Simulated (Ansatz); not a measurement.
# Data sheet: AlB$_{2}$W$_{2}$ (DFT)

AlB2W2:
Space group Cmmm (No. 65); a = 3.0776 Å, b = 11.5316 Å, c = 3.1229 Å, α = β = γ = 90.00°

```json
[
 {"atom": "Al", "site": "2a", "symmetry": "mmm", "x": "0.0000", "y": "0.0000", "z": "0.0000"},
 {"atom": "W", "site": "4j", "symmetry": "m2m", "x": "0.5000", "y": "0.1438", "z": "0.5000"},
 {"atom": "B", "site": "4i", "symmetry": "m2m", "x": "0.0000", "y": "0.2052", "z": "0.0000"}
]
```
(The calculation used a cell of 5 atoms; values per cell refer to that cell.)

Space group Cmmm (No. 65); conventional cell a = 3.078 Å, b = 11.532 Å, c = 3.123 Å, α = β = γ = 90.00°.

Method: r²SCAN in the plane-wave PAW code Ansatz. Structure relaxed to zero pressure with the same functional. Other levels are named where they apply.

Cell and energy:

```
Item                                                           Value
-----------------------------------------------------  -------------
Volume per atom                                             11.08 Å³
Density                                                  12.47 g/cm³
Formation energy from the elements (no fitted shifts)  -0.30 eV/atom
```

Electronic structure:

```
Quantity                                                                     Value
------------------------------------  --------------------------------------------
Electronic character                                             metallic (no gap)
Density of states at the Fermi level  0.32 states/eV per atom (mean over ±0.08 eV)
```

Mechanics:

```
Quantity                              Value
----------------------------------  -------
Bulk modulus (Birch–Murnaghan fit)  268 GPa
Pressure derivative B′                  4.4
```

Charges:

```
Item                                 Value
-------------  ---------------------------
Bader charges  Al +2.01, W 0.00, B -1.01 e
```

The start of the workflow was typed in or built on a structure type; neither database checked (COD, Materials Project) lists it. Its standing as an ambient phase is unchecked. The r²SCAN relaxation kept the symmetry of its start; whether a distortion lowers the energy is not shown. The run is not spin-polarised. The references are the lowest solids computed at this level, not always the standard phases. Scalar-relativistic: spin–orbit coupling is off unless named, which matters more the heavier the elements.

Potentials: the earlier of the program's two PAW sets.
